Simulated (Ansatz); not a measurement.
# YSb, a database entry at a rescaled volume

```xyz
2
Lattice="0.0000 3.0941 3.0941 3.0941 0.0000 3.0941 3.0941 3.0941 0.0000" Properties=species:S:1:pos:R:3 pbc="T T T"
Sb    0.0000    0.0000    0.0000
Y     3.0941    3.0941    3.0941
```

Single point in Ansatz 0.2.0 with r2SCAN, no spin polarisation. Cutoff 500 eV, PAW datasets, 9×9×9 Γ-centred k mesh, fermi-dirac filling (width 0.1 eV).

**Question.** Is the cell too large or too small?

**Answer.** The pressure is 0.7 GPa (compression positive), so with the atoms held at these fractions the cell would first expand.

**Question.** Metal or insulator?

**Answer.** It is a metal, with about 0.15 states/eV a cell as the mean within 0.25 eV of the Fermi level, mostly Y d (51 %) and Sb p (46 %).

**Question.** Give the Bader charges.

**Answer.** Bader charges in e: Y +1.74, Sb -1.74. In the mean Y gives up most and Sb takes most.

**Question.** Are the atoms at rest?

**Answer.** The forces vanish by the symmetry of the sites.

**Question.** What do density and ELF say about some of the short contacts?

**Answer.** Sb–Y at 3.09 Å: least valence density 0.21 e/Å³ and ELF 0.24 there. These are pseudo-fields; inside the PAW spheres they differ from the all-electron ones.

Origin: a database entry at a rescaled volume.
